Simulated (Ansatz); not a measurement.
**Sr$_{5}$As$_{3}$H: levels and charges under dearer methods**

A database entry relaxed whole under r2SCAN at zero pressure (P6_3/mcm, No. 193):

```xyz
18
Lattice="8.9565 0.0000 0.0000 -4.4783 7.7566 0.0000 0.0000 0.0000 7.1319" Properties=species:S:1:pos:R:3 pbc="T T T"
Sr    0.0000    5.1710    0.0000
Sr    4.4783    2.5855    3.5659
Sr    4.4783    2.5855    0.0000
Sr    0.0000    5.1710    3.5659
Sr    2.2321    0.0000    1.7830
Sr    1.1161    1.9331    5.3489
Sr   -1.1161    1.9331    1.7830
Sr    6.7244    0.0000    5.3489
Sr    3.3622    5.8235    1.7830
Sr   -3.3622    5.8235    5.3489
H     0.0000    0.0000    0.0000
H     0.0000    0.0000    3.5659
As    5.4453    0.0000    1.7830
As    2.7227    4.7158    5.3489
As   -2.7227    4.7158    1.7830
As    3.5112    0.0000    5.3489
As    1.7556    3.0408    1.7830
As   -1.7556    3.0408    5.3489
```

Its volume is 27.53 Å³ an atom, -1.5 % against the entry's 27.93, a cell as deposited in COD (2006).

Single points on this cell with plane-wave PAW DFT (Ansatz 0.2.0; r2SCAN 500 eV, hybrids 420 eV; fermi-dirac occupations of width 0.020 eV; no moments): r2SCAN on a 6×6×4 Γ-centred mesh; HSE06 on a 6×6×2 Γ-centred mesh; PBE0 on a 6×6×2 Γ-centred mesh.

Question: What does each level give for gap and charges?

Answer: The runs give:

| level | gap (eV), or kind | pressure (GPa) | Bader charge of Sr (e) | Bader charge of H (e) | Bader charge of As (e) |
| --- | --- | --- | --- | --- | --- |
| r2SCAN | 1.08 | 0.0 | +1.38 | -0.80 | -2.03 |
| HSE06 | 1.31 | 0.0 | +1.37 | -0.79 | -2.02 |
| PBE0 | 1.93 | 0.0 | +1.38 | -0.79 | -2.03 |

Under r2SCAN the gap is 1.08 eV, over mesh and band path. HSE06 moves it by +0.23 eV and PBE0 by +0.85 eV; PBE0 keeps its exact exchange at long range, which widens the gap over HSE06's by 0.62 eV on their common mesh.

Caveats: the relaxation kept the start's symmetry; HSE06 is read on its mesh and at the zone's corners, PBE0 on its mesh alone; hybrid pressures are good to a few tenths of a GPa; no spin-orbit coupling, which narrows gaps of heavier elements; pressure is positive in compression.
